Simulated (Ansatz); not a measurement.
Bi$_{2}$Te$_{3}$ (Bi2Te3 type, space group R-3m)

```yaml
crystal:
  lattice:
    - [2.19778, 1.26889, 10.46295]
    - [-2.19778, 1.26889, 10.46295]
    - [0.00000, -2.53778, 10.46295]
  atoms:
    - { symbol: Bi, position: [0.39835, 0.39835, 0.39835] }
    - { symbol: Bi, position: [0.60165, 0.60165, 0.60165] }
    - { symbol: Te, position: [0.00000, 0.00000, 0.00000] }
    - { symbol: Te, position: [0.21376, 0.21376, 0.21376] }
    - { symbol: Te, position: [0.78624, 0.78624, 0.78624] }
```

Scan: atom 3 (Te, nearest neighbour Bi at 3.256 Å; its periodic images, 4.4 Å or more away, move with it) is displaced along Cartesian [111], direction (0.577, 0.577, 0.577) in Cartesian axes, by s. The other atoms stay.

Calculation: r2SCAN+rVV10 (plane waves to 500 eV, PAW, scalar-relativistic; Ansatz, an electronic-structure program). k mesh 7×7×7 (Γ-centred), Fermi-Dirac smearing 0.05 eV. Energies are smeared free energies. Bi2Te3 was relaxed with its symmetry unable to fall. Spin-orbit coupling is left out, though Bi and Te are heavy. The PAW data are Ansatz's earlier set. The zero of ΔE is the undisplaced structure.

```json
[
 {"s (Å)": "-0.980", "ΔE (meV/cell)": "2163"},
 {"s (Å)": "-0.784", "ΔE (meV/cell)": "withheld"},
 {"s (Å)": "-0.588", "ΔE (meV/cell)": "684"},
 {"s (Å)": "-0.392", "ΔE (meV/cell)": "288"},
 {"s (Å)": "-0.196", "ΔE (meV/cell)": "69"},
 {"s (Å)": "0.000", "ΔE (meV/cell)": "0"},
 {"s (Å)": "0.196", "ΔE (meV/cell)": "69"},
 {"s (Å)": "0.392", "ΔE (meV/cell)": "288"},
 {"s (Å)": "0.588", "ΔE (meV/cell)": "684"},
 {"s (Å)": "0.784", "ΔE (meV/cell)": "withheld"},
 {"s (Å)": "0.980", "ΔE (meV/cell)": "2163"}
]
```

**Question.** Fit an even polynomial form (powers 2, 4) to the given rows and predict ΔE at s = 0.784.

**Answer.** Least squares on the 9 given rows: ΔE = (1818)·s² + (452.4)·s⁴, in meV/cell with s in Å; root-mean-square residual 1.4 meV/cell. At 0.784 the fit gives 1288 meV/cell; the calculation gives 1295 meV/cell, so the interpolation is off by -7 (-0.5 %). The quadratic term alone would give 1117 meV/cell.

(For displaced atoms, the force is minus the slope of the energy, and its curvature is a force constant, which sets phonon frequencies.)
